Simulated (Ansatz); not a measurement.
Run on Sc (hcp type): DFT, PBE, PAW with Ansatz's default frozen-core files, scalar-relativistic (Ansatz 0.2.0). This run: cell relaxed at zero pressure.

The start is a guessed cell.

Command: `ansatz run input.yaml --threads 1 --pin off --max-ram 2048MiB --backend cpu --events-out ev --progress --plain --runs-dir out` It took 7.4 s on 1 thread of Intel(R) Xeon(R) 6975P-C (Granite Rapids) (shared host), peak memory 0.43 GiB.

```yaml
crystal:
  lattice:
    - [3.2791370533, 0.0, 0.0]
    - [-1.6395685267, 2.8398159907, 0.0]
    - [0.0, 0.0, 5.3122020264]
  atoms:
    - { symbol: Sc, position: [0.3333333333, 0.6666666667, 0.25] }
    - { symbol: Sc, position: [0.6666666667, 0.3333333333, 0.75] }
kpoints:
  mp_grid: { grid: [13, 13, 7] }
scf:
  occupations: { method: fermi_dirac, width: 0.08 }
hamiltonian:
  xc: pbe
  pseudopotentials: { kind: paw }
output:
  forces: true
  stress: true
relax:
  f_tol: 0.005
  max_steps: 40
  cell: {}
```

Output:

```
Engine: ansatz 0.2.0
Pseudopotentials: kind: paw
Pseudopotential: Sc, paw, valence charge 11, recommended cutoff 420 eV (normal), Sc.paw.azcp
Functional definition: PBE
  parameter kappa = 0.804
  parameter beta = 0.06672455060314922
  exchange = pbe_x(kappa = kappa, mu = beta*pi^2/3)
  correlation = pbe_c(beta = beta)
Crystal: 2 atoms, lattice volume = 49.468 Å³
Basis set: ecut = 420 eV, 989 PW (Γ), exchange–correlation on 48×48×72 points (8 copies of the dense FFT grid, shifted against one another)
Bands: 15, of which v1, the nominal top of the filled ones, is band 11 counted from 1 (10 counted from 0)
Symmetry: 24 space group operations
Space group: P63/mmc (ITA 194), of the structure as read, at distance tolerance 3.7e-5 Å
k-points: 84 of 1183
Non-local potential: Sc, projectors of the file, l = 0: 3, l = 1: 2, l = 2: 3, l = 3: 1
PAW form: soft (Blöchl's): semilocal exchange-correlation on the pseudo side does not see the compensation charge
PAW one-centre angular grid: Sc, 590 points (default); XC on 64 Gauss nodes
Initial density: superposition of atomic densities (neutral atoms: chi_scale 0, normalization atom), corrected by the library's trained network
Initial wavefunctions: pseudopotential atomic-orbital guess
Functional: x = pbe(κ = 0.804, μ = 0.2195149727645171), c = pbe(β = 0.06672455060314922)
SCF iter   1: F=—  HF=-4271.650407 eV  |F-HF|=—  |Δ(HF+E_count)|=         —  Δρ=1.88e-3  dr2=1.71e-3  ethr=1.77e-3  ⟨swp⟩=3.1  Hψ=5263  notcnv=0
preconditioner: auto → Kerker (q_TF=auto, 2.384 Å⁻¹)  [metal: Δε(μ)=0.001 eV  Ē_g=2.487 eV  σ=0.080 eV  W_gap=0.00  n_scr=10 (ndim 8)  ℏωp=12.9 eV  f_vac=0.000  D(μ)=4.27/eV (n_scr^D=42)]
SCF iter   2: F=—  HF=-4271.649824 eV  |F-HF|=—  |Δ(HF+E_count)|=   5.83e-4  Δρ=1.16e-3  dr2=7.13e-4  ethr=7.79e-6  ⟨swp⟩=1.1  Hψ=1997  notcnv=0
SCF iter   3: F=—  HF=-4271.649876 eV  |F-HF|=—  |Δ(HF+E_count)|=   5.14e-5  Δρ=1.84e-4  dr2=2.19e-5  ethr=3.24e-6  ⟨swp⟩=2.0  Hψ=1488  notcnv=0
SCF iter   4: F=—  HF=-4271.649859 eV  |F-HF|=—  |Δ(HF+E_count)|=   1.73e-5  Δρ=4.15e-5  dr2=5.06e-7  ethr=9.93e-8  ⟨swp⟩=2.0  Hψ=1475  notcnv=0
iter 5 did not close the SCF: its close was put off for the readings that it lacked (scf_convergence_deferred on its scf_iter line)
SCF iter   5: F=-4271.649859 eV  HF=-4271.649859 eV  |F-HF|=1.40e-8  |Δ(HF+E_count)|=   2.85e-7  Δρ=7.21e-6  dr2=1.34e-8  ethr=2.30e-9  ⟨swp⟩=2.3  Hψ=1727  notcnv=0
SCF iter   6: F=-4271.649859 eV  HF=-4271.649859 eV  |F-HF|=1.91e-10  |Δ(HF+E_count)|=   1.51e-8  Δρ=8.94e-7  dr2=1.77e-10  ethr=6.08e-11  ⟨swp⟩=2.0  Hψ=3821  notcnv=0
SCF 1 converged in 6 iterations: F = -4271.649859 eV  dr2 = 1.77e-10
  greatest PAW one-centre occupation: 0.998 electrons in one spin orbital (limit 2), on the Sc atom at site 1 (counted from 0), in its partial waves of l = 0
relax step   1: F+E_penalty+E_count = -4271.64985890 eV  Δ(F+E_penalty+E_count) = +0.000e0 eV  max|allowed force component| = 1.018e-16 eV/Å  Δτ_max = 0.0000 Å  P = +0.007 GPa  Ω = 49.468 Å³  (6 SCF iters, dr2 threshold 1.00e-7 eV, accepted)
Crystal: 2 atoms, lattice volume = 49.466 Å³
Basis set: ecut = 420 eV, 977 PW (Γ), exchange–correlation on 48×48×72 points (8 copies of the dense FFT grid, shifted against one another)
Initial density: handed on by an earlier stage of this run
Initial wavefunctions: those handed on with the density
iter 1 solved again at ethr=9.80e-7 eV; its pass at ethr=3.10e-3 eV (dr2=2.16e-4 eV) is discarded
SCF iter   1: F=—  HF=-4271.660056 eV  |F-HF|=—  |Δ(HF+E_count)|=         —  Δρ=8.03e-4  dr2=2.26e-4  ethr=9.80e-7  ⟨swp⟩=2.0  Hψ=9512  notcnv=0
preconditioner: auto → none  [metal: Δε(μ)=0.015 eV  Ē_g=2.482 eV  σ=0.080 eV  W_gap=0.05  n_scr=8 (ndim 8)  ℏωp=12.9 eV  f_vac=0.000  D(μ)=4.09/eV (n_scr^D=42)]
SCF iter   2: F=—  HF=-4271.660050 eV  |F-HF|=—  |Δ(HF+E_count)|=   5.68e-6  Δρ=3.52e-4  dr2=3.51e-5  ethr=9.80e-7  ⟨swp⟩=1.3  Hψ=1292  notcnv=0
SCF iter   3: F=—  HF=-4271.660021 eV  |F-HF|=—  |Δ(HF+E_count)|=   2.96e-5  Δρ=6.13e-5  dr2=9.55e-7  ethr=1.60e-7  ⟨swp⟩=1.9  Hψ=1416  notcnv=0
iter 4 did not close the SCF: its close was put off for the readings that it lacked (scf_convergence_deferred on its scf_iter line)
SCF iter   4: F=-4271.660021 eV  HF=-4271.660021 eV  |F-HF|=3.52e-8  |Δ(HF+E_count)|=   5.94e-7  Δρ=9.77e-6  dr2=4.34e-8  ethr=4.34e-9  ⟨swp⟩=2.8  Hψ=2155  notcnv=0
iter 5 did not close the SCF: its close was put off for the readings that it lacked (scf_convergence_deferred on its scf_iter line)
SCF iter   5: F=-4271.660021 eV  HF=-4271.660021 eV  |F-HF|=1.09e-11  |Δ(HF+E_count)|=   1.41e-8  Δρ=7.84e-7  dr2=2.86e-10  ethr=1.97e-10  ⟨swp⟩=2.2  Hψ=2125  notcnv=0
SCF iter   6: F=-4271.660021 eV  HF=-4271.660021 eV  |F-HF|=9.09e-13  |Δ(HF+E_count)|=  7.28e-12  Δρ=1.12e-7  dr2=1.83e-12  ethr=1.30e-12  ⟨swp⟩=1.0  Hψ=3303  notcnv=0
SCF 2 converged in 6 iterations: F = -4271.660021 eV  dr2 = 1.83e-12
relax step   2: F+E_penalty+E_count = -4271.66002147 eV  Δ(F+E_penalty+E_count) = -1.016e-2 eV  max|allowed force component| = 1.018e-16 eV/Å  Δτ_max = 0.0000 Å  P = -0.077 GPa  Ω = 49.466 Å³  energy of the carried Pulay correction = -1.178e-6 eV  (6 SCF iters, dr2 threshold 2.00e-7 eV, accepted)
Crystal: 2 atoms, lattice volume = 49.302 Å³
Basis set: ecut = 420 eV, 965 PW (Γ), exchange–correlation on 48×48×72 points (8 copies of the dense FFT grid, shifted against one another)
iter 1 solved again at ethr=6.27e-8 eV; its pass at ethr=3.10e-3 eV (dr2=1.38e-5 eV) is discarded
SCF iter   1: F=—  HF=-4271.660545 eV  |F-HF|=—  |Δ(HF+E_count)|=         —  Δρ=2.21e-4  dr2=1.52e-5  ethr=6.27e-8  ⟨swp⟩=2.5  Hψ=9311  notcnv=0
preconditioner: auto → none  [metal: Δε(μ)=0.004 eV  Ē_g=2.493 eV  σ=0.080 eV  W_gap=0.01  n_scr=8 (ndim 8)  ℏωp=13.0 eV  f_vac=0.000  D(μ)=4.03/eV (n_scr^D=42)]
SCF iter   2: F=—  HF=-4271.660502 eV  |F-HF|=—  |Δ(HF+E_count)|=   4.33e-5  Δρ=1.02e-4  dr2=2.80e-6  ethr=6.27e-8  ⟨swp⟩=1.1  Hψ=1267  notcnv=0
iter 3 did not close the SCF: its close was put off for the readings that it lacked (scf_convergence_deferred on its scf_iter line)
SCF iter   3: F=-4271.660504 eV  HF=-4271.660504 eV  |F-HF|=3.02e-8  |Δ(HF+E_count)|=   1.36e-6  Δρ=1.41e-5  dr2=5.12e-8  ethr=1.27e-8  ⟨swp⟩=2.1  Hψ=1506  notcnv=0
iter 4 did not close the SCF: its close was put off for the readings that it lacked (scf_convergence_deferred on its scf_iter line)
[... lines left out ...]
iter 1 solved again at ethr=1.62e-9 eV; its pass at ethr=3.10e-3 eV (dr2=3.57e-7 eV) is discarded
SCF iter   1: F=—  HF=-4271.660542 eV  |F-HF|=—  |Δ(HF+E_count)|=         —  Δρ=3.43e-5  dr2=6.32e-8  ethr=1.62e-9  ⟨swp⟩=3.0  Hψ=8781  notcnv=0
SCF iter   2: F=—  HF=-4271.660498 eV  |F-HF|=—  |Δ(HF+E_count)|=   4.41e-5  Δρ=1.66e-5  dr2=1.38e-8  ethr=2.87e-10  ⟨swp⟩=2.5  Hψ=2205  notcnv=0
SCF iter   3: F=—  HF=-4271.660498 eV  |F-HF|=—  |Δ(HF+E_count)|=   9.63e-8  Δρ=1.11e-6  dr2=7.31e-11  ethr=6.28e-11  ⟨swp⟩=2.5  Hψ=2154  notcnv=0
iter 4 did not close the SCF: its close was put off for the readings that it lacked (scf_convergence_deferred on its scf_iter line)
SCF iter   4: F=-4271.660498 eV  HF=-4271.660498 eV  |F-HF|=7.28e-12  |Δ(HF+E_count)|=  5.48e-10  Δρ=1.48e-7  dr2=2.64e-12  ethr=1.00e-12  ⟨swp⟩=1.8  Hψ=1746  notcnv=0
iter 5 did not close the SCF: its close was put off for the readings that it lacked (scf_convergence_deferred on its scf_iter line)
SCF iter   5: F=-4271.660498 eV  HF=-4271.660498 eV  |F-HF|=9.09e-13  |Δ(HF+E_count)|=  8.19e-12  Δρ=1.84e-8  dr2=1.33e-13  ethr=1.00e-12  ⟨swp⟩=1.0  Hψ=1260  notcnv=0
iter 6 did not close the SCF: its close was put off for the readings that it lacked (scf_convergence_deferred on its scf_iter line)
SCF iter   6: F=-4271.660498 eV  HF=-4271.660498 eV  |F-HF|=0.00e0  |Δ(HF+E_count)|=  9.09e-13  Δρ=3.71e-9  dr2=2.18e-15  ethr=1.00e-12  ⟨swp⟩=1.0  Hψ=1260  notcnv=0
iter 7 did not close the SCF: its close was put off for the readings that it lacked (scf_convergence_deferred on its scf_iter line)
SCF iter   7: F=-4271.660498 eV  HF=-4271.660498 eV  |F-HF|=1.82e-12  |Δ(HF+E_count)|=  1.82e-12  Δρ=4.29e-10  dr2=3.85e-17  ethr=1.00e-12  ⟨swp⟩=1.0  Hψ=1260  notcnv=0
SCF iter   8: F=-4271.660498 eV  HF=-4271.660498 eV  |F-HF|=9.09e-13  |Δ(HF+E_count)|=  1.82e-12  Δρ=3.42e-11  dr2=4.64e-19  ethr=1.00e-12  ⟨swp⟩=1.0  Hψ=2856  notcnv=0
SCF 5 converged in 8 iterations: F = -4271.660498 eV  dr2 = 4.64e-19
relax step   5: F+E_penalty+E_count = -4271.66049848 eV  Δ(F+E_penalty+E_count) = +9.443e-6 eV  max|allowed force component| = 1.110e-16 eV/Å  Δτ_max = 0.0000 Å  P = -0.031 GPa  Ω = 49.407 Å³  stress off target by 3.57e-2 GPa  SCF on the basis re-selected at this cell (its energy is not comparable with the rows above)  (8 SCF iters)
basis re-selected at this cell: Δ(F+E_penalty+E_count) = +9.443e-6 eV, ΔP = -0.001 GPa vs the last step (what re-selecting the basis moved, of the pressure what is left beyond the Pulay correction that the steps carried, after the strain that the cell walked since its last selection, with what the two solves' SCF thresholds leave and, on support functions, any second-order correction that the steps lacked; it is no measure of the basis error at this ecutwfc). This SCF's stress stands 3.57e-2 GPa from its target on what of the cell is left free (relax.cell.stress_tol is 5.00e-2 GPa) and its largest allowed force component is 1.11e-16 eV/Å (relax.f_tol is 5.00e-3 eV/Å): within both
SCF converged after 8 iterations
Free energy (F): -4271.660498 eV
Harris-Foulkes:  -4271.660498 eV  (|F-HF|=9.09e-13)
Internal energy: -4271.577424 eV  (E = F + TS)
E sigma→0 (E₀):  -4271.618961 eV
Entropy (-TS):   -0.083074 eV (-41.537 meV/atom)
Fermi energy:    9.228817 eV
--- Per-component energies (eV) ---
  E_band       = -338.132280
  E_kinetic    = 520.509306
  E_local      = -1688.841750  (includes V_loc(G=0)·N_el)
  E_nonlocal   = 166.416307
  E_hartree    = 576.627296
  E_xc         = -208.034916
  E_vxc        = -257.454713  (∫ρ·V_xc dr)
  E_paw        = -1910.923993  (= ΣΔE_a)
  E_vpaw       = -232.016043  (= ΣTr[D̂ρ^β])
  E_aug_tail   = 0.000020  (compensation charges beyond the density's cutoff)
  E_ewald      = -1727.329694
  E_smearing   = -0.083074  (= −TS)
  E_closure    = -0.000000  (closes the sum)
  Σ components = -4271.660498   (vs F -4271.660498, Δ=0.00e0)
--- Forces (eV/Å), atoms counted from 1 ---
  atom   1  Sc    -0.00000000     0.00000000    -0.00000000
  atom   2  Sc     0.00000000    -0.00000000     0.00000000
  max |Σ_I F_I| component: 0.00e0 eV/Å
--- Stress (GPa, compression-positive) ---
       -0.035691       0.000000       0.000000
        0.000000      -0.035691      -0.000000
        0.000000      -0.000000      -0.020701
  P = ⅓ Tr σ = -0.0307 GPa (-0.307 kbar)
--- Relaxed structure (4 steps of the walk, 4 accepted, 1 SCFs on fresh bases) ---
  F+E_penalty+E_count = -4271.66049848 eV   max|allowed force component| = 1.110e-16 eV/Å   (the final SCF, on the basis selected at the relaxed cell)
  cell:  # Å, volume = 49.4071 Å³
    - [3.3196384843663678, 2.9224063009822495e-11, 6.998784526428079e-30]
    - [-1.6598192422084925, 2.874891258827134, 6.885175637037882e-19]
    - [-3.0192730535395083e-34, 1.2879511944255746e-18, 5.1769847098890045]
  atoms:
    - { symbol: Sc, position: [0.33333333333333326, 0.6666666666666665, 0.25] }
    - { symbol: Sc, position: [0.6666666666666666, 0.33333333333333326, 0.75] }
```

Next run (the series' base cell), as changes to the input before:

```diff
   lattice:
-    - [3.2791370533, 0.0, 0.0]
-    - [-1.6395685267, 2.8398159907, 0.0]
-    - [0.0, 0.0, 5.3122020264]
+    - [3.3196384844, 0.0, 0.0]
+    - [-1.6598192422, 2.8748912588, 0.0]
+    - [0.0, 0.0, 5.1769847099]
   atoms:
   mp_grid: { grid: [13, 13, 7] }
+  band_path:
+    path:
+      - [0.0, 0.0, 0.0]
+      - [0.5, 0.0, 0.0]
+      - [0.3333333333, 0.3333333333, 0.0]
+      - [0.0, 0.0, 0.0]
+      - [0.0, 0.0, 0.5]
+      - [0.5, 0.0, 0.5]
+      - [0.3333333333, 0.3333333333, 0.5]
+      - [0.0, 0.0, 0.5]
+      - [0.5, 0.0, 0.5]
+    npoints: 8
 scf:
   stress: true
-relax:
-  f_tol: 0.005
-  max_steps: 40
-  cell: {}
+  eigenvalues: true
+  populations: true
+  dos: { projected: true, de: 0.2, e_range: [-14, 8] }
```

Results part of the output:

```
SCF 1 converged in 6 iterations: F = -4271.660498 eV  dr2 = 2.40e-10
  greatest PAW one-centre occupation: 0.998 electrons in one spin orbital (limit 2), on the Sc atom at site 1 (counted from 0), in its partial waves of l = 0
NSCF: frozen V_eff on 65 k-points
SCF converged after 6 iterations
Free energy (F): -4271.660498 eV
Harris-Foulkes:  -4271.660498 eV  (|F-HF|=6.18e-11)
Internal energy: -4271.577424 eV  (E = F + TS)
E sigma→0 (E₀):  -4271.618961 eV
Entropy (-TS):   -0.083074 eV (-41.537 meV/atom)
Fermi energy:    9.228813 eV
--- Per-component energies (eV) ---
  E_band       = -338.132504
  E_kinetic    = 520.509386
  E_local      = -1688.842152  (includes V_loc(G=0)·N_el)
  E_nonlocal   = 166.416423
  E_hartree    = 576.627555
  E_xc         = -208.034912
  E_vxc        = -257.454707  (∫ρ·V_xc dr)
  E_paw        = -1910.924050  (= ΣΔE_a)
  E_vpaw       = -232.016001  (= ΣTr[D̂ρ^β])
  E_aug_tail   = 0.000020  (compensation charges beyond the density's cutoff)
  E_ewald      = -1727.329695
  E_smearing   = -0.083074  (= −TS)
  E_closure    = 0.000000  (closes the sum)
  Σ components = -4271.660498   (vs F -4271.660498, Δ=0.00e0)
--- Forces (eV/Å), atoms counted from 1 ---
  atom   1  Sc     0.00000000     0.00000000     0.00000000
  atom   2  Sc     0.00000000    -0.00000000    -0.00000000
  max |Σ_I F_I| component: 6.48e-17 eV/Å
--- Stress (GPa, compression-positive) ---
       -0.035695      -0.000000       0.000000
       -0.000000      -0.035695      -0.000000
        0.000000      -0.000000      -0.020700
  P = ⅓ Tr σ = -0.0307 GPa (-0.307 kbar)
--- Band table (eV; the first three rows and the last of 84) ---
  k-point 0: bands = ["-40.1912", "-40.1213", "-19.0162", "-18.6753", "-18.6753", "-18.6096", "-18.6096", "-18.5850", "4.1119", "7.6010", "9.8231", "10.8223", "10.8223", "11.0707", "11.2681"]
  k-point 1: bands = ["-40.1878", "-40.1248", "-18.9956", "-18.6721", "-18.6721", "-18.6129", "-18.6129", "-18.6071", "4.2494", "7.4026", "9.7772", "10.7550", "10.7550", "10.9787", "11.1841"]
  k-point 2: bands = ["-40.1782", "-40.1345", "-18.9374", "-18.6686", "-18.6630", "-18.6630", "-18.6220", "-18.6220", "4.6495", "6.8275", "9.8105", "10.6783", "10.6783", "10.7259", "10.9953"]
  k-point 83: bands = ["-40.1214", "-40.1199", "-18.9264", "-18.9226", "-18.8285", "-18.7984", "-18.6636", "-18.6570", "8.6185", "8.6950", "9.0730", "9.2734", "9.4967", "9.6596", "11.4625"]
--- Löwdin populations: 2 sites ---
  site symbol       q [e]
     0     Sc     10.8665
     1     Sc     10.8665
  spilling = 0.012138 (of n_electrons = 22.000000)
```

Next run (shape and atoms relaxed at 0.95 of the base cell's volume), as changes to the input before:

```diff
   lattice:
-    - [3.3196384844, 0.0, 0.0]
-    - [-1.6598192422, 2.8748912588, 0.0]
-    - [0.0, 0.0, 5.1769847099]
+    - [3.2633625536, 0.0, 0.0]
+    - [-1.6316812768, 2.8261548732, 0.0]
+    - [0.0, 0.0, 5.0892222519]
   atoms:
   mp_grid: { grid: [13, 13, 7] }
-  band_path:
-    path:
-      - [0.0, 0.0, 0.0]
-      - [0.5, 0.0, 0.0]
-      - [0.3333333333, 0.3333333333, 0.0]
-      - [0.0, 0.0, 0.0]
-      - [0.0, 0.0, 0.5]
-      - [0.5, 0.0, 0.5]
-      - [0.3333333333, 0.3333333333, 0.5]
-      - [0.0, 0.0, 0.5]
-      - [0.5, 0.0, 0.5]
-    npoints: 8
 scf:
   stress: true
-  eigenvalues: true
-  populations: true
-  dos: { projected: true, de: 0.2, e_range: [-14, 8] }
+relax:
+  f_tol: 0.005
+  max_steps: 30
+  cell: { stress_tol: 0.04, fix: [volume] }
```

Results part of the output:

```
basis re-selected at this cell: Δ(F+E_penalty+E_count) = +7.391e-7 eV, ΔP = -0.000 GPa vs the last step (what re-selecting the basis moved, of the pressure what is left beyond the Pulay correction that the steps carried, after the strain that the cell walked since its last selection, with what the two solves' SCF thresholds leave and, on support functions, any second-order correction that the steps lacked; it is no measure of the basis error at this ecutwfc). This SCF's stress stands 1.20e-2 GPa from its target on what of the cell is left free (relax.cell.stress_tol is 4.00e-2 GPa) and its largest allowed force component is 1.48e-16 eV/Å (relax.f_tol is 5.00e-3 eV/Å): within both
SCF converged after 7 iterations
Free energy (F): -4271.638611 eV
Harris-Foulkes:  -4271.638611 eV  (|F-HF|=0.00e0)
Internal energy: -4271.559537 eV  (E = F + TS)
E sigma→0 (E₀):  -4271.599074 eV
Entropy (-TS):   -0.079073 eV (-39.537 meV/atom)
Fermi energy:    9.825758 eV
--- Per-component energies (eV) ---
  E_band       = -322.971410
  E_kinetic    = 522.336572
  E_local      = -1646.254378  (includes V_loc(G=0)·N_el)
  E_nonlocal   = 166.936033
  E_hartree    = 562.386175
  E_xc         = -208.686614
  E_vxc        = -258.343763  (∫ρ·V_xc dr)
  E_paw        = -1911.198572  (= ΣΔE_a)
  E_vpaw       = -232.418244  (= ΣTr[D̂ρ^β])
  E_aug_tail   = 0.000019  (compensation charges beyond the density's cutoff)
  E_ewald      = -1757.078772
  E_smearing   = -0.079073  (= −TS)
  E_closure    = -0.000000  (closes the sum)
  Σ components = -4271.638611   (vs F -4271.638611, Δ=0.00e0)
--- Forces (eV/Å), atoms counted from 1 ---
  atom   1  Sc    -0.00000000    -0.00000000    -0.00000000
  atom   2  Sc    -0.00000000     0.00000000     0.00000000
  max |Σ_I F_I| component: 5.55e-17 eV/Å
--- Stress (GPa, compression-positive) ---
        2.985478      -0.000000       0.000000
       -0.000000       2.985478       0.000000
        0.000000       0.000000       2.967474
  P = ⅓ Tr σ = 2.9795 GPa (29.795 kbar)
--- Relaxed structure (2 steps of the walk, 2 accepted, 1 SCFs on fresh bases) ---
  F+E_penalty+E_count = -4271.63861056 eV   max|allowed force component| = 1.480e-16 eV/Å   (the final SCF, on the basis selected at the relaxed cell)
  cell:  # Å, volume = 46.9367 Å³
    - [3.2652556826489088, 0.0, -1.1615653601286665e-34]
    - [-1.6326278413244544, 2.8277943710254543, 1.0837552350780559e-34]
    - [-1.8114641510662532e-34, 9.057320755331266e-35, 5.083322706878896]
  atoms:
    - { symbol: Sc, position: [0.33333333333333326, 0.6666666666666665, 0.24999999999999997] }
    - { symbol: Sc, position: [0.6666666666666666, 0.33333333333333326, 0.7499999999999998] }
```

Next run (volume at 0.95 of the series' base cell), as changes to the input before:

```diff
   lattice:
-    - [3.2633625536, 0.0, 0.0]
-    - [-1.6316812768, 2.8261548732, 0.0]
-    - [0.0, 0.0, 5.0892222519]
+    - [3.2652556826, 0.0, 0.0]
+    - [-1.6326278413, 2.827794371, 0.0]
+    - [0.0, 0.0, 5.0833227069]
   atoms:
   stress: true
-relax:
-  f_tol: 0.005
-  max_steps: 30
-  cell: { stress_tol: 0.04, fix: [volume] }
+  eigenvalues: true
+  populations: true
```

Command: `ansatz run input.yaml --threads 1 --pin off --max-ram 2048MiB --backend cpu --events-out ev --progress --plain --runs-dir out` It took 1.8 s on 1 thread of Intel(R) Xeon(R) 6975P-C (Granite Rapids), with other jobs on the host, peak memory 0.41 GiB.

Results part of the output:

```
SCF 1 converged in 6 iterations: F = -4271.638611 eV  dr2 = 2.21e-10
  greatest PAW one-centre occupation: 0.998 electrons in one spin orbital (limit 2), on the Sc atom at site 1 (counted from 0), in its partial waves of l = 0
SCF converged after 6 iterations
Free energy (F): -4271.638611 eV
Harris-Foulkes:  -4271.638611 eV  (|F-HF|=1.81e-10)
Internal energy: -4271.559537 eV  (E = F + TS)
E sigma→0 (E₀):  -4271.599074 eV
Entropy (-TS):   -0.079073 eV (-39.537 meV/atom)
Fermi energy:    9.825754 eV
--- Per-component energies (eV) ---
  E_band       = -322.971585
  E_kinetic    = 522.336627
  E_local      = -1646.254651  (includes V_loc(G=0)·N_el)
  E_nonlocal   = 166.936112
  E_hartree    = 562.386350
  E_xc         = -208.686610
  E_vxc        = -258.343757  (∫ρ·V_xc dr)
  E_paw        = -1911.198612  (= ΣΔE_a)
  E_vpaw       = -232.418199  (= ΣTr[D̂ρ^β])
  E_aug_tail   = 0.000019  (compensation charges beyond the density's cutoff)
  E_ewald      = -1757.078772
  E_smearing   = -0.079073  (= −TS)
  E_closure    = 0.000000  (closes the sum)
  Σ components = -4271.638611   (vs F -4271.638611, Δ=0.00e0)
--- Forces (eV/Å), atoms counted from 1 ---
  atom   1  Sc     0.00000000    -0.00000000     0.00000000
  atom   2  Sc     0.00000000     0.00000000     0.00000000
  max |Σ_I F_I| component: 1.85e-17 eV/Å
--- Stress (GPa, compression-positive) ---
        2.985482      -0.000000       0.000000
       -0.000000       2.985482       0.000000
        0.000000       0.000000       2.967476
  P = ⅓ Tr σ = 2.9795 GPa (29.795 kbar)
--- Band table (eV; the first three rows and the last of 84) ---
  k-point 0: bands = ["-39.4619", "-39.3743", "-18.3353", "-17.9278", "-17.9278", "-17.8499", "-17.8499", "-17.8214", "4.6168", "8.1306", "10.5526", "11.4810", "11.4810", "11.7603", "11.9639"]
  k-point 1: bands = ["-39.4575", "-39.3787", "-18.3108", "-17.9239", "-17.9239", "-17.8538", "-17.8538", "-17.8479", "4.7611", "7.9524", "10.4774", "11.4083", "11.4083", "11.6615", "11.8726"]
  k-point 2: bands = ["-39.4455", "-39.3909", "-18.2417", "-17.9214", "-17.9132", "-17.9132", "-17.8646", "-17.8646", "5.1801", "7.4060", "10.4624", "11.3259", "11.3259", "11.3910", "11.6680"]
  k-point 83: bands = ["-39.3747", "-39.3728", "-18.2276", "-18.2231", "-18.1101", "-18.0739", "-17.9135", "-17.9056", "9.1927", "9.2522", "9.6658", "9.8664", "10.1333", "10.2931", "12.1710"]
--- Löwdin populations: 2 sites ---
  site symbol       q [e]
     0     Sc     10.8785
     1     Sc     10.8785
  spilling = 0.011041 (of n_electrons = 22.000000)
```
